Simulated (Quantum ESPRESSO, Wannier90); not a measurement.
# Wannier functions of InSe (C2/m)

```xyz
4
Lattice="0.0000 4.1093 0.0000 -1.7232 0.0000 4.7714 5.8264 -2.0547 0.0000" Properties=species:S:1:pos:R:3 pbc="T T T"
In     1.3835     0.0000    -0.2235
In    -1.3835     0.0000     0.2235
Se    -2.4457     2.0547     1.5795
Se     2.4457    -2.0547    -1.5795
```

Materials Project entry mp-21405; symmetrised, unrelaxed at this level. Not found in the COD (Crystallography Open Database) copy used, which has the formula in other groups; not checked further. Computed values, not measurements, from PBEsol: Quantum ESPRESSO (norm-conserving PseudoDojo potentials, cutoff 69 Ry, no spin polarisation, no spin-orbit coupling) on a Γ-centred 8×6×8 mesh, then Wannier90. Density: 8×6×8 mesh, cold smearing 0.01 Ry. The cell is built of weakly bound layers, chains or molecules, whose nearest atoms lie 3.55 Å apart. Database cells relaxed without dispersion often hold them too far apart, which can enlarge gaps and weakens couplings between them; spacing and stacking were not compared with the measured crystal. Spin-orbit coupling is left out although heavy elements are present.

Energies are relative to the valence-band maximum.

**Bands.** A Kohn-Sham gap of 1.10 eV opens above band 29. 4 filled groups are cut off by gaps; the highest, bands 23–29, spans -6.20 to 0.00 eV and is Se 4p 63 %, In 5p 19 %, In 5s 15 %.

**Model.** 16 functions (In sp, Se sp) from bands 21-46, frozen to 2.61 eV, reach Ω_I = 27.89 Å² and follow pw.x to 1.9 meV rms (states up to 2.1 eV relative to the valence-band maximum).

**Frozen window.** Edge, Ω_I and misfit go 1.6 eV, 26.42 Å², 63 meV; 2.6 eV, 27.89 Å², 1.9 meV; 3.6 eV, 29.83 Å², 1.4 meV; 4.6 eV, 32.46 Å², 1.3 meV. Ω_I never falls as the edge rises, since each frozen state takes freedom from the choice of the smoothest subspace. The edges under the compared range leave its upper states unfrozen, and their misfit is the largest.

**No window.** Without a frozen window Ω_I drops to 25.44 Å² while the misfit grows to 132 meV: a small spread is no proof of good bands.

**Outer window.** The setting "only the lowest 18 of the kept bands" raises Ω_I to 39.15 Å², as fewer states are left to mix in, and the misfit goes to 1.4 meV.
